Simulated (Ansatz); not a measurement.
MgTe:
```xyz
4
Lattice="5.5369 0.0000 0.0000 0.0000 5.5369 0.0000 0.0000 0.0000 4.1852" Properties=species:S:1:pos:R:3 pbc="T T T"
Mg     2.7685     0.0000     0.6880
Mg     0.0000     2.7685     3.4972
Te     0.0000     0.0000     0.0000
Te     2.7685     2.7685     0.0000
```

Relaxed with PBE+D3(BJ). Special points in fractions of this cell's reciprocal vectors: Γ (0.000, 0.000, 0.000); X (0.000, 0.500, 0.000); M (0.500, 0.500, 0.000); Z (0.000, 0.000, 0.500); R (0.000, 0.500, 0.500); A (0.500, 0.500, 0.500).

Task: List the band energies nearest the Fermi level at these points for PBE+D3(BJ) (plane waves, PAW; program Ansatz).

Result: In eV from the Fermi level; about four levels below and three above (degenerate sets whole), none deeper than 8.9 eV; points with the same levels are listed once.

```
k                          below                above
-  -----------------------------  -------------------
Γ        -1.41 -1.04 -1.04 -0.38       0.32 0.34 3.54
X        -2.85 -2.85 -0.45 -0.45  2.40 2.40 3.89 3.89
M        -0.34 -0.34 -0.28 -0.28  3.46 3.46 3.65 3.65
Z  -3.44 -3.44 -1.71 -0.73 -0.73       0.65 2.13 2.71
R        -2.72 -2.72 -2.42 -2.42  1.97 1.97 3.88 3.88
A        -2.66 -2.66 -0.02 -0.02  0.25 0.25 5.00 5.00
```

Space group P4/nmm. A made-up cell: these elements were put on the sites of a structure type; neither database checked (COD, Materials Project) lists it. COD files the formula under space group No. 186. Its standing as an ambient phase is unchecked. The PBE+D3(BJ) relaxation kept the symmetry of its start; whether a distortion lowers the energy is not shown. Scalar-relativistic: spin–orbit coupling is off unless named, which matters more the heavier the elements.

Potentials: the earlier of the program's two PAW sets.
